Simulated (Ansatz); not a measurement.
**Two inputs for CsPbCl3**

Cell: an entry of the Crystallography Open Database (COD), whose atoms a relaxation with PBE at fixed cell left in place.

```yaml
crystal:
  lattice:
    - [5.60500, 0.00000, 0.00000]
    - [0.00000, 5.60500, 0.00000]
    - [0.00000, 0.00000, 5.60500]
  atoms:
    - { symbol: Cs, position: [0.00000, 0.00000, 0.00000] }
    - { symbol: Pb, position: [0.50000, 0.50000, 0.50000] }
    - { symbol: Cl, position: [0.50000, 0.50000, 0.00000] }
    - { symbol: Cl, position: [0.00000, 0.50000, 0.50000] }
    - { symbol: Cl, position: [0.50000, 0.00000, 0.50000] }
```

Atoms are numbered from 1 in the order listed; like atoms form one site, named after its first atom.

Reference run. All values are calculated (Ansatz; DFT, PBE, plane waves and PAW (field gradients read without the response of the frozen cores, which leaves them typically 4 to 6 % off), scalar-relativistic, 420 eV cutoff, Γ-centred 5×5×5 k-points, Fermi–Dirac smearing 0.02 eV), not measured.

(1) The input is changed as follows: `basis.ecutrho_ratio`: not typed → 8; `scf.occupations.width`: 0.02 → not typed; `scf.occupations.method`: fermi_dirac → tetrahedron_uncorrected. What happens to V_zz (10²¹ V/m²) and η?

Answers

(1) 

| site | atom | V_zz reference | η reference | V_zz changed | η changed |
| --- | --- | --- | --- | --- | --- |
| Cl | 3 | 8.59 | 0.00 | 8.59 | 0.00 |

All printed values agree. Sites without a gradient aren't listed. The gap of 3.0 eV is far wider than the smearing, so the levels stay full or empty whatever the smearing's form; with a small gap this would fail. New warnings: band table not solved further.

On the reference run: This high-symmetry form of CsPbCl3 is unstable when cold, to tilts of the octahedra. The symmetry of the cell holds that distortion back, wholly or in part, and it would change the field gradients, the more the larger the distortion. Without spin–orbit coupling the gradients at and beside Pb can be off by some per cent, at some sites by more.
